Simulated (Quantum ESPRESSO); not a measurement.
## Al3Ag2CuOs2 (finding a planted mistake in a log)

Simulated, not a measurement. The program is pw.x of Quantum ESPRESSO 7.5 (plane-wave density functional theory). The cell is made up: eight metal atoms on a hexagonal close-packed lattice, with elements, volume, strain and displacements drawn at random and not relaxed, so it may be unstable or far from any real phase. PseudoDojo standard norm-conserving files set the functional (PBE unless stated); there is no spin polarisation or spin-orbit coupling, the Fermi-Dirac width of 0.25 eV means electrons at about 2900 K, and the masses in the input are unused placeholders. The copper pseudopotential is less sure than most, with forces differing by about three percent and pressure by about two GPa from a second method on plain copper. Heavy elements are run without spin-orbit coupling, which real alloys of them have. A spin test at this wide smearing found no moment, but such smearing suppresses magnetism that the real alloy may have.

Intended input:

```
&control calculation='scf', pseudo_dir='./dojo.nc.sr.pbe.v0_5.standard.upf', outdir='./o', disk_io='minimal', tprnfor=.true., tstress=.true. /
&system ibrav=0, nat=8, ntyp=4, nbnd=61, ecutwfc=92.02030273, nosym=.true., tot_charge=0,
 occupations='smearing', smearing='fd', degauss=0.0183746611
/
&electrons conv_thr=1.470e-08, electron_maxstep=70, mixing_beta=0.5 /
ATOMIC_SPECIES
Ag 1.0 Ag.upf
Al 1.0 Al.upf
Cu 1.0 Cu.upf
Os 1.0 Os.upf
CELL_PARAMETERS angstrom
-2.8479 -0.0429 -0.0138
-0.0228 0.0205 -4.5879
-0.1487 -9.65 0.0429
ATOMIC_POSITIONS angstrom
Al -0.0062 -0.0187 -0.0265
Ag -0.1004 -4.7992 0.0112
Cu -0.1603 -3.0823 -2.254
Ag -0.2246 -8.0635 -2.2894
Os -1.4513 -2.4544 -0.068
Os -1.5988 -7.1659 -0.0591
Al -1.4555 -0.8551 -2.3353
Al -1.4973 -5.6289 -2.2681
K_POINTS automatic
8 5 3 1 1 1
```

The log is shortened where brackets say so; the opening notice, blank lines, dates and the lines on written files are dropped, and the path of the files is cut. It prints rydbergs, bohrs and kilobars, and counts compression as positive stress. Its total energy is the free energy E - TS of the whole cell.

Log of the intended run:

```
     Program PWSCF v.7.5
     Parallel version (MPI & OpenMP), running on       4 processor cores
     Number of MPI processes:                 4
     Threads/MPI process:                     1
     [start-up lines left out]
     bravais-lattice index     =            0
     lattice parameter (alat)  =       5.3824  a.u.
     unit-cell volume          =     850.6333 (a.u.)^3
     number of atoms/cell      =            8
     number of atomic types    =            4
     number of electrons       =        98.00
     number of Kohn-Sham states=           61
     kinetic-energy cutoff     =      92.0203  Ry
     charge density cutoff     =     368.0812  Ry
     scf convergence threshold =      1.5E-08
     mixing beta               =       0.5000
     number of iterations used =            8  plain     mixing
     Exchange-correlation= PBE
                           (   1   4   3   4   0   0   0)
     [axes and pseudopotential details left out]
   Cartesian axes
     site n.     atom                  positions (alat units)
         1        Al     tau(   1) = (  -0.0021768  -0.0065654  -0.0093039  )
         2        Ag     tau(   2) = (  -0.0352496  -1.6849606   0.0039322  )
         3        Cu     tau(   3) = (  -0.0562800  -1.0821708  -0.7913613  )
         4        Ag     tau(   4) = (  -0.0788553  -2.8310301  -0.8037900  )
         5        Os     tau(   5) = (  -0.5095398  -0.8617201  -0.0238743  )
         6        Os     tau(   6) = (  -0.5613258  -2.5158900  -0.0207495  )
         7        Al     tau(   7) = (  -0.5110144  -0.3002187  -0.8199051  )
         8        Al     tau(   8) = (  -0.5256900  -1.9762616  -0.7963117  )
     number of k points=    60  Fermi-Dirac smearing, width (Ry)=  0.0184
                       cart. coord. in units 2pi/alat
        k(    1) = (  -0.0614765  -0.0485210  -0.0619932), wk =   0.0333333
        k(    2) = (  -0.0644457   0.1482995  -0.0610990), wk =   0.0333333
     [further k points left out]
     Dense  grid:   101517 G-vectors     FFT dimensions: (  36,  54, 120)
     Estimated max dynamical RAM per process >     352.47 MB
     Estimated total dynamical RAM >       1.30 GB
     Initial potential from superposition of free atoms
     starting charge      97.9910, renormalised to      98.0000
     Starting wfcs are   62 randomized atomic wfcs
     total cpu time spent up to now is        4.6 secs
     per-process dynamical memory:   281.6 Mb
     Self-consistent Calculation
     iteration #  1     ecut=    92.02 Ry     beta= 0.50
     Davidson diagonalization with overlap
     ethr =  1.00E-02,  avg # of iterations =  5.5
     total cpu time spent up to now is       15.9 secs
     total energy              =   -1411.80585481 Ry
     estimated scf accuracy    <       9.17428518 Ry
     iteration #  2     ecut=    92.02 Ry     beta= 0.50
     Davidson diagonalization with overlap
     ethr =  9.36E-03,  avg # of iterations =  3.0
     total cpu time spent up to now is       26.7 secs
     total energy              =   -1409.83185657 Ry
     estimated scf accuracy    <     106.91990357 Ry
     [iterations 3 to 15 left out]
     iteration # 16     ecut=    92.02 Ry     beta= 0.50
     Davidson diagonalization with overlap
     ethr =  1.24E-09,  avg # of iterations =  1.0
     total cpu time spent up to now is      151.1 secs
     total energy              =   -1417.87161926 Ry
     estimated scf accuracy    <       0.00000005 Ry
     iteration # 17     ecut=    92.02 Ry     beta= 0.50
     Davidson diagonalization with overlap
     ethr =  5.42E-11,  avg # of iterations =  2.0
     total cpu time spent up to now is      159.5 secs
     End of self-consistent calculation
     [lines on levels left out]
!    total energy              =   -1417.87161926 Ry
     estimated scf accuracy    <          3.3E-09 Ry
     smearing contrib. (-TS)   =      -0.07538177 Ry
     internal energy E=F+TS    =   -1417.79623749 Ry
     The total energy is F=E-TS. E is the sum of the following terms:
     one-electron contribution =    -878.90038948 Ry
     hartree contribution      =     485.22847985 Ry
     xc contribution           =    -228.12754686 Ry
     ewald contribution        =    -795.99678101 Ry
     convergence has been achieved in  17 iterations
     Forces acting on atoms (cartesian axes, Ry/au):
     atom    1 type  2   force =    -0.00232950    0.00848720   -0.00105422
     atom    2 type  1   force =    -0.00069393    0.01563232    0.00726140
     atom    3 type  3   force =     0.01307074   -0.00752002   -0.01600857
     atom    4 type  1   force =     0.00930278   -0.01745276   -0.01475746
     atom    5 type  4   force =    -0.01874559    0.09428336    0.01432697
     atom    6 type  4   force =     0.00538487   -0.04258895    0.02069225
     atom    7 type  2   force =    -0.00203594   -0.04075911   -0.00182906
     atom    8 type  2   force =    -0.00395344   -0.01008204   -0.00863132
     Total force =     0.122663     Total SCF correction =     0.000399
     Computing stress (Cartesian axis) and pressure
          total   stress  (Ry/bohr**3)                   (kbar)     P=      -57.31
  -0.00027757  -0.00017375  -0.00006806          -40.83      -25.56      -10.01
  -0.00017375  -0.00050072   0.00005647          -25.56      -73.66        8.31
  -0.00006806   0.00005647  -0.00039040          -10.01        8.31      -57.43
     init_run     :      4.38s CPU      4.54s WALL (       1 calls)
     electrons    :    154.42s CPU    154.91s WALL (       1 calls)
     forces       :      1.82s CPU      1.83s WALL (       1 calls)
     stress       :      6.47s CPU      6.48s WALL (       1 calls)
     [timing details left out]
     PWSCF        :   2m47.17s CPU   2m47.88s WALL
     JOB DONE.
```

A second run was made from an input with one planted mistake. Its log:

```
     Program PWSCF v.7.5
     Parallel version (MPI & OpenMP), running on       4 processor cores
     Number of MPI processes:                 4
     Threads/MPI process:                     1
     [start-up lines left out]
     bravais-lattice index     =            0
     lattice parameter (alat)  =       5.3824  a.u.
     unit-cell volume          =     850.6333 (a.u.)^3
     number of atoms/cell      =            8
     number of atomic types    =            4
     number of electrons       =        98.00
     number of Kohn-Sham states=           61
     kinetic-energy cutoff     =      92.0203  Ry
     charge density cutoff     =     368.0812  Ry
     scf convergence threshold =      1.5E-08
     mixing beta               =       0.5000
     number of iterations used =            8  plain     mixing
     Exchange-correlation= PBE
                           (   1   4   3   4   0   0   0)
     [axes and pseudopotential details left out]
   Cartesian axes
     site n.     atom                  positions (alat units)
         1        Os     tau(   1) = (  -0.0021768  -0.0065654  -0.0093039  )
         2        Ag     tau(   2) = (  -0.0352496  -1.6849606   0.0039322  )
         3        Cu     tau(   3) = (  -0.0562800  -1.0821708  -0.7913613  )
         4        Ag     tau(   4) = (  -0.0788553  -2.8310301  -0.8037900  )
         5        Al     tau(   5) = (  -0.5095398  -0.8617201  -0.0238743  )
         6        Os     tau(   6) = (  -0.5613258  -2.5158900  -0.0207495  )
         7        Al     tau(   7) = (  -0.5110144  -0.3002187  -0.8199051  )
         8        Al     tau(   8) = (  -0.5256900  -1.9762616  -0.7963117  )
     number of k points=    60  Fermi-Dirac smearing, width (Ry)=  0.0184
                       cart. coord. in units 2pi/alat
        k(    1) = (  -0.0614765  -0.0485210  -0.0619932), wk =   0.0333333
        k(    2) = (  -0.0644457   0.1482995  -0.0610990), wk =   0.0333333
     [further k points left out]
     Dense  grid:   101517 G-vectors     FFT dimensions: (  36,  54, 120)
     Estimated max dynamical RAM per process >     352.47 MB
     Estimated total dynamical RAM >       1.30 GB
     Initial potential from superposition of free atoms
     starting charge      97.9910, renormalised to      98.0000
     Starting wfcs are   62 randomized atomic wfcs
     total cpu time spent up to now is        4.8 secs
     per-process dynamical memory:   281.6 Mb
     Self-consistent Calculation
     iteration #  1     ecut=    92.02 Ry     beta= 0.50
     Davidson diagonalization with overlap
     ethr =  1.00E-02,  avg # of iterations =  5.3
     total cpu time spent up to now is       16.3 secs
     total energy              =   -1413.08555434 Ry
     estimated scf accuracy    <       7.33175946 Ry
     iteration #  2     ecut=    92.02 Ry     beta= 0.50
     Davidson diagonalization with overlap
     ethr =  7.48E-03,  avg # of iterations =  4.2
     total cpu time spent up to now is       27.9 secs
     total energy              =   -1407.72086838 Ry
     estimated scf accuracy    <     164.49387864 Ry
     [iterations 3 to 16 left out]
     iteration # 17     ecut=    92.02 Ry     beta= 0.50
     Davidson diagonalization with overlap
     ethr =  3.98E-11,  avg # of iterations =  1.5
     total cpu time spent up to now is      159.0 secs
     total energy              =   -1417.91116747 Ry
     estimated scf accuracy    <       0.00000002 Ry
     iteration # 18     ecut=    92.02 Ry     beta= 0.50
     Davidson diagonalization with overlap
     ethr =  2.24E-11,  avg # of iterations =  1.0
     total cpu time spent up to now is      166.3 secs
     End of self-consistent calculation
     [lines on levels left out]
!    total energy              =   -1417.91116747 Ry
     estimated scf accuracy    <          1.5E-10 Ry
     smearing contrib. (-TS)   =      -0.06942640 Ry
     internal energy E=F+TS    =   -1417.84174107 Ry
     The total energy is F=E-TS. E is the sum of the following terms:
     one-electron contribution =    -806.17834604 Ry
     hartree contribution      =     448.73597853 Ry
     xc contribution           =    -228.12848754 Ry
     ewald contribution        =    -832.27088602 Ry
     convergence has been achieved in  18 iterations
     Forces acting on atoms (cartesian axes, Ry/au):
     atom    1 type  4   force =     0.00114130   -0.00184565   -0.00435786
     atom    2 type  1   force =    -0.00683598    0.04335123    0.00735010
     atom    3 type  3   force =     0.00781756   -0.00742304   -0.00815021
     atom    4 type  1   force =     0.00714089    0.00787232   -0.01212542
     atom    5 type  2   force =    -0.00578618    0.02479163    0.00773610
     atom    6 type  4   force =     0.00388963   -0.08093016    0.02111371
     atom    7 type  2   force =    -0.00370169    0.02419778   -0.00256882
     atom    8 type  2   force =    -0.00366554   -0.01001409   -0.00899759
     Total force =     0.104716     Total SCF correction =     0.000033
     Computing stress (Cartesian axis) and pressure
          total   stress  (Ry/bohr**3)                   (kbar)     P=      -69.02
  -0.00045427  -0.00013314  -0.00004607          -66.83      -19.59       -6.78
  -0.00013314  -0.00039792   0.00006451          -19.59      -58.54        9.49
  -0.00004607   0.00006451  -0.00055537           -6.78        9.49      -81.70
     init_run     :      4.54s CPU      4.68s WALL (       1 calls)
     electrons    :    161.19s CPU    161.59s WALL (       1 calls)
     forces       :      1.82s CPU      1.83s WALL (       1 calls)
     stress       :      6.29s CPU      6.30s WALL (       1 calls)
     [timing details left out]
     PWSCF        :   2m53.91s CPU   2m54.53s WALL
     JOB DONE.
```

Question: the log repeats what the program read. Compare it with the intended run: what was wrong in the second input?

Answer: two atoms have their elements exchanged. The input lines that differ:

```
- Al -0.0062 -0.0187 -0.0265
+ Os -0.0062 -0.0187 -0.0265
- Os -1.4513 -2.4544 -0.068
+ Al -1.4513 -2.4544 -0.068
```

```
                                            intended run  run with the mistake
                          free energy (eV)    -19291.126            -19291.664
         entropy term -TS, part of it (eV)        -1.026                -0.945
                            pressure (GPa)         -5.73                 -6.90
size of the largest force component (eV/Å)         2.424                 2.081
largest change of a force component (eV/Å)                               1.787
                                iterations            17                    18
```

For scale, a rerun of the intended cell at a higher cutoff and on a denser mesh moved values by no more than 0.005 eV in energy, 0.04 GPa in stress and 0.014 eV/Å in force, and a second program with other atomic files agreed on that cell to 2 % rms in force and 0.5 GPa in pressure.